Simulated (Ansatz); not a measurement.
## Is this Sn₃PbS₄ structure stable?

The cell was found from a structure generator's guess, not taken from experiment.

Computed with DFT PBE, scalar-relativistic, plane waves, PAW in Ansatz. Plane waves to 420 eV, a 6×6×8 mesh through Γ for the 8-atom cell and 0.01 eV Gaussian smearing; no spin polarisation.

Space group Cmmm (No. 65). a = 8.332 Å, b = 11.782 Å, c = 4.166 Å, α = 90.00°, β = 90.00°, γ = 90.00°
```tsv
atom	site	symmetry	x	y	z
Sn	4e	..2/m	0.2500	0.2500	0.0000
Sn	2d	mmm	0.0000	0.0000	0.5000
Pb	2c	mmm	0.5000	0.0000	0.5000
S	4g	2mm	0.7556	0.0000	0.0000
S	4j	m2m	0.5000	0.7473	0.5000
```

The zero of energy is the elements' standard structures at the same level; no fitted shifts are applied. The references include grey tin.

**Question.** These tests were run: energy against the elements; phonons on a 1×1×2 q mesh. What do they show?

**Answer.**

```
                       test                             result
energy against the elements                     −0.443 eV/atom
  phonons on a 1×1×2 q mesh  imaginary modes down to 101i cm⁻¹
```

It fails one test: phonons on a 1×1×2 q mesh. So it isn't even a local minimum.

These runs have no spin–orbit coupling, which can matter for Pb. The reference form of S is held partly by dispersion forces, which this level lacks. The run for the phonons used a 6×6×8 k mesh.
